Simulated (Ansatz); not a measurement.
All numbers below come from Ansatz, DFT PBE, scalar-relativistic, plane waves, PAW. All cells share a 420 eV cutoff and Γ-centred k meshes spaced at most about 0.3 Å⁻¹ (about 0.25 or finer for metals, 2π included). No spin polarisation in the final relaxations.

These are static total energies at zero pressure. All come from trial cells, and lower structures may exist.

**Question.** Which of these relaxed structures of Al₂GaP₂ is the lowest in energy?
A. Space group P4mm (No. 99), tetragonal, a = 3.373 Å, c = 8.785 Å. Al on its first site has 1 P at 2.33 Å and 4 Ga at 2.66 Å; Al on its second site has 5 P at 2.37–2.46 Å; Ga is surrounded by 1 P at 2.31 Å and 4 Al at 2.66 Å; P on its first site has 5 Al at 2.33–2.46 Å; 1 more site not described.
B. Space group P-3m1 (No. 164), trigonal, a = 3.890 Å, c = 7.933 Å. Al is surrounded by 3 P at 2.37 Å, 1 P at 2.59 Å and 3 Al at 2.89 Å; Ga has 6 P at 3.21 Å (long contacts); around P lie 3 Al at 2.37 Å, 1 Al at 2.59 Å and 3 Ga at 3.21 Å.
C. Space group I4/mmm (No. 139), tetragonal, a = 3.945 Å, c = 12.866 Å. Al is surrounded by 4 P at 2.45 Å, 4 Al at 2.79 Å and 4 Ga at 3.77 Å; Ga is surrounded by 8 P at 3.30 Å and 8 Al at 3.77 Å (long contacts); P has 4 Al at 2.45 Å and 4 Ga at 3.30 Å.
D. Space group I4/mmm (No. 139), tetragonal, a = 4.630 Å, c = 9.004 Å. Al has 4 P at 2.50 Å, 1 Al at 2.64 Å, 1 Ga at 3.18 Å and 4 Ga at 3.53 Å; Ga has 2 Al at 3.18 Å, 8 P at 3.23 Å and 8 Al at 3.53 Å; P is surrounded by 4 Al at 2.50 Å, 4 Ga at 3.23 Å and 4 P at 3.27 Å.

**Answer.** B. It has space group P-3m1 (No. 164); the next, C, with the ThCr2Si2 type, space group I4/mmm (No. 139), lies 76 meV/atom higher. Counting P atoms around Al and Ga (those within 1.25 times the shortest such distance or 1.15 times the sum of covalent radii; a plus sign parts nearer from farther groups; the shortest distance is added where it is long for a bond), the lowest has Al 3+1, Ga 6 from 3.2 Å and the next has Al 4, Ga 8 from 3.3 Å.

Weakly bound directions are ill-defined at this level, which has no dispersion term (P-3m1, I4/mmm at 20.0 Å³/atom), and this can change margins and order among such cells. In P-3m1, I4/mmm at 20.0 Å³/atom, I4/mmm at 19.3 Å³/atom, P4mm an odd number of electrons in the primitive cell allows no gap without spin; a larger cell or a magnetic state could open one. A magnetic state wasn't ruled out in cells without spin, among them P-3m1, I4/mmm at 20.0 Å³/atom, I4/mmm at 19.3 Å³/atom, P4mm. Cells relaxed within their symmetry can be saddle points. Some types were kept out of the candidates beforehand, so the set may lack a known form.
